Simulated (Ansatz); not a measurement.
# Ionic part of the dielectric constant of Li$_{3}$IF$_{2}$, mode by mode

Theory: DFT PBE, scalar-relativistic, plane waves, PAW in Ansatz. Plane waves to 420 eV; Γ-centred k mesh 6×6×6; fixed occupations. No spin polarisation. Phonons by linear response, acoustic sum rule imposed.

Space group P-62m (No. 189), hexagonal, a = 5.692 Å, c = 4.218 Å. Li is surrounded by 2 F at 1.79 Å and 2 I at 3.00 Å; I has 6 Li at 3.00 Å; F has 3 Li at 1.79 Å.

The structure comes from a generated guess, relaxed at this level; another structure or a mixture of phases may lie lower. Spin–orbit coupling is left out, which matters for heavy elements.

The primitive cell has V = 118.33 Å³ and ε∞,zz = 2.772. Each polar mode adds Δε = (4.92064×10⁷/V)·S/ν² along z, with S its oscillator strength in e²/amu, ν in cm⁻¹ and V in Å³.

**Question.** From these modes, find each Δε and ε0,zz.
```
ν (cm⁻¹)  S_zz (e²/amu)
   84.07         0.1095
  179.50         0.5557
```

**Answer.**
```json
{"ν (cm⁻¹)": "84.07", "Δε": "6.44"}
{"ν (cm⁻¹)": "179.50", "Δε": "7.17"}
```

The sum is 13.61, so ε0,zz = 16.38; the run's tensor has 16.38.

**Question.** Where do the longitudinal modes lie for a wave vector along z?

**Answer.** At 102.31, 358.61 cm⁻¹. The Lyddane–Sachs–Teller product Π(ν_LO/ν_TO)² = 5.91 agrees with ε0/ε∞ = 5.91.
